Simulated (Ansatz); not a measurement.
A plane-wave DFT run in Ansatz 0.2.0 (scalar-relativistic PAW potentials unless the input names others): input and command.

```yaml
crystal:
  lattice:
    - [0.0, -2.11, -2.11]
    - [0.0, 2.11, -2.11]
    - [4.22, 0.0, 0.0]
  atoms:
    - { symbol: Ta, position: [0.5710900474, 0.4289099526, 0.5] }
    - { symbol: Ta, position: [-0.0710900474, 0.0710900474, 0.0] }
basis:
  ecutwfc: 420
  xc_grid: 3
kpoints:
  mp_grid: { grid: [16, 16, 12] }
hamiltonian:
  xc: pbesol
scf:
  occupations: { method: gaussian, width: 0.15 }
  n_extra_bands: 16
output:
  forces: true
  eigenvalues: true
  stress: true
```

```bash
ansatz run input.yaml --threads 2 --pin off --max-ram 5120MiB --backend cpu --events-out ev --progress --plain --runs-dir out
```

Abridged log:
```
Basis set: ecut = 420 eV, 699 PW (Γ), exchange–correlation on 60×60×90 points (27 copies of the dense FFT grid, shifted against one another)
Bands: 29, of which v1, the nominal top of the filled ones, is band 13 counted from 1 (12 counted from 0)
Symmetry: 8 space group operations
k-points: 511 of 3072
SCF iter   1: F=—  HF=-19611.745212 eV  |F-HF|=—  |Δ(HF+E_count)|=         —  Δρ=4.82e-3  dr2=4.13e-3  ethr=1.77e-3  ⟨swp⟩=5.1  Hψ=66757  notcnv=0  defer=1100
SCF iter   2: F=—  HF=-19611.744054 eV  |F-HF|=—  |Δ(HF+E_count)|=   1.16e-3  Δρ=2.71e-3  dr2=1.41e-3  ethr=1.59e-5  ⟨swp⟩=2.2  Hψ=21355  notcnv=0  defer=1113
SCF iter   3: F=—  HF=-19611.743894 eV  |F-HF|=—  |Δ(HF+E_count)|=   1.59e-4  Δρ=3.80e-4  dr2=3.28e-5  ethr=5.42e-6  ⟨swp⟩=2.6  Hψ=15714  notcnv=0  defer=1113
SCF iter   4: F=—  HF=-19611.743885 eV  |F-HF|=—  |Δ(HF+E_count)|=   9.38e-6  Δρ=1.13e-4  dr2=2.24e-6  ethr=1.26e-7  ⟨swp⟩=2.7  Hψ=17441  notcnv=0  defer=1113
SCF iter   5: F=-19611.743885 eV  HF=-19611.743885 eV  |F-HF|=3.24e-8  |Δ(HF+E_count)|=   4.18e-7  Δρ=1.76e-5  dr2=6.87e-8  ethr=8.60e-9  ⟨swp⟩=2.2  Hψ=16023  notcnv=0  defer=1113
SCF iter   6: F=-19611.743885 eV  HF=-19611.743885 eV  |F-HF|=4.87e-10  |Δ(HF+E_count)|=   1.47e-8  Δρ=2.13e-6  dr2=8.84e-10  ethr=2.64e-10  ⟨swp⟩=7.1  Hψ=72043  notcnv=0
SCF 1 converged in 6 iterations: F = -19611.743885 eV  dr2 = 8.84e-10
SCF converged after 6 iterations
Free energy (F): -19611.743885 eV
Harris-Foulkes:  -19611.743885 eV  (|F-HF|=4.87e-10)
Internal energy: -19611.710346 eV  (E = F + TS)
E sigma→0 (E₀):  -19611.727115 eV
Entropy (-TS):   -0.033539 eV (-16.769 meV/atom)
Fermi energy:    17.913872 eV
--- Forces (eV/Å), atoms counted from 1 ---
  atom   1  Ta     0.00000000     2.25596043     0.00000000
  atom   2  Ta     0.00000000    -2.25596043     0.00000000
--- Stress (GPa, compression-positive) ---
       15.564822       0.000000       0.000000
        0.000000      -2.310868       0.000000
        0.000000       0.000000      -8.903121
  P = ⅓ Tr σ = 1.4503 GPa (14.503 kbar)
```

Apart from outputs, the input differs from a reference run on usual settings in basis.xc_grid: not typed → 3; scf.n_extra_bands: not typed → 16. The reference, at the same geometry (not necessarily relaxed), gave pressure 1.45 GPa, largest force 2.256 eV/Å, no gap on the mesh. This run converged in 6 SCF iterations (reference: 6) with an energy at zero smearing within 0.01 meV/atom of the reference's, pressure 1.45 GPa, largest force 2.256 eV/Å, no gap on the mesh.

The run took 15 s on 2 threads of Intel(R) Xeon(R) Platinum 8259CL CPU @ 2.50GHz (Skylake/Cascade Lake), with other jobs on the host, peak memory 0.72 GiB.